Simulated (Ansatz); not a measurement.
# SiC (P6_3mc), two-dimensional strain map

These are results of DFT r2SCAN, scalar-relativistic, plane waves, PAW in Ansatz, not measurements. Cutoff 500 eV, Γ-centred 12×12×4 k-points, Gaussian smearing of 0.05 eV. No spin polarisation. Energies are free energies at this smearing, counted from the undisturbed cell; pressure is positive in compression.

The undisturbed cell (relaxed at this level):

```yaml
crystal:
  lattice:
    - [3.07756, 0.00000, 0.00000]
    - [-1.53878, 2.66524, 0.00000]
    - [0.00000, 0.00000, 10.07677]
  atoms:
    - { symbol: Si, position: [0.66667, 0.33333, 0.93784] }
    - { symbol: Si, position: [0.33333, 0.66667, 0.43784] }
    - { symbol: Si, position: [0.00000, 0.00000, 0.68789] }
    - { symbol: Si, position: [0.00000, 0.00000, 0.18789] }
    - { symbol: C, position: [0.66667, 0.33333, 0.74980] }
    - { symbol: C, position: [0.33333, 0.66667, 0.24980] }
    - { symbol: C, position: [0.00000, 0.00000, 0.50046] }
    - { symbol: C, position: [0.00000, 0.00000, 0.00046] }
```

The cell is strained by p along both x and y and by q along z, fractional coordinates fixed. Points are written (p, q).

Energy above the undisturbed cell in meV/atom (a dash: not computed):

```csv
p \ q,-0.080,-0.040,0.000,0.040,0.080
-0.080,534.4,390.9,335.6,345.6,404.1
-0.040,249.2,–,75.1,–,163.9
0.000,154.7,34.7,0.0,28.4,102.9
0.040,199.2,–,60.4,–,173.0
0.080,342.3,239.1,217.2,255.3,336.7
```

Pressure in GPa:

| p \ q | -0.080 | -0.040 | 0.000 | 0.040 | 0.080 |
| --- | --- | --- | --- | --- | --- |
| -0.080 | 91.3 | 71.1 | 55.4 | 43.1 | 33.5 |
| -0.040 | 52.0 | – | 22.5 | – | 5.4 |
| 0.000 | 24.6 | 10.5 | 0.0 | -7.8 | -13.4 |
| 0.040 | 5.8 | – | -15.0 | – | -25.6 |
| 0.080 | -6.7 | -17.1 | -24.5 | -29.6 | -33.1 |

Gap on the k-mesh in eV:

```
 p \ q  -0.080  -0.040  0.000  0.040  0.080
-0.080    2.66    2.37   2.07   1.76   1.45
-0.040    2.57       –   2.40      –   1.86
 0.000    2.16    2.51   2.60   2.39   2.15
 0.040    1.86       –   2.43      –   2.33
 0.080    1.68    1.91   2.13   2.34   2.41
```

Cost: 21 runs of about 7.3 core-minutes in all, on Intel Xeon Platinum 8375C (Ice Lake) (shared hosts).